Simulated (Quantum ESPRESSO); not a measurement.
```cif
data_Ag2Br2
_chemical_formula_sum 'Br2 Ag2'
_space_group_name_H-M_alt 'P 1'
_space_group_IT_number 1
_cell_length_a 4.01342
_cell_length_b 4.01438
_cell_length_c 5.67164
_cell_angle_alpha 90.000
_cell_angle_beta 89.868
_cell_angle_gamma 90.000
loop_
_space_group_symop_operation_xyz
  'x, y, z'
loop_
_atom_site_label
_atom_site_type_symbol
_atom_site_fract_x
_atom_site_fract_y
_atom_site_fract_z
_atom_site_occupancy
Br1 Br 0.25073 0.25000 0.75020 1
Br2 Br 0.74927 0.75000 0.24980 1
Ag1 Ag 0.75088 0.75000 0.74965 1
Ag2 Ag 0.24912 0.25000 0.25035 1
```

Cell and atoms were relaxed with PBEsol from Materials Project entry mp-570301, within its symmetry.

### Question
What does norm-conserving PBEsol (Quantum ESPRESSO, 82 Ry, no spin-orbit coupling) give for the electronic structure near the Fermi level?

### Answer
The PBEsol gap is indirect, 0.49 eV, from C to Γ; the smallest direct gap is 2.56 eV. Spin-orbit splittings are left out.

This is not the ordinary phase of the substance; no match was found in the copy of COD used, and its stability was not checked.
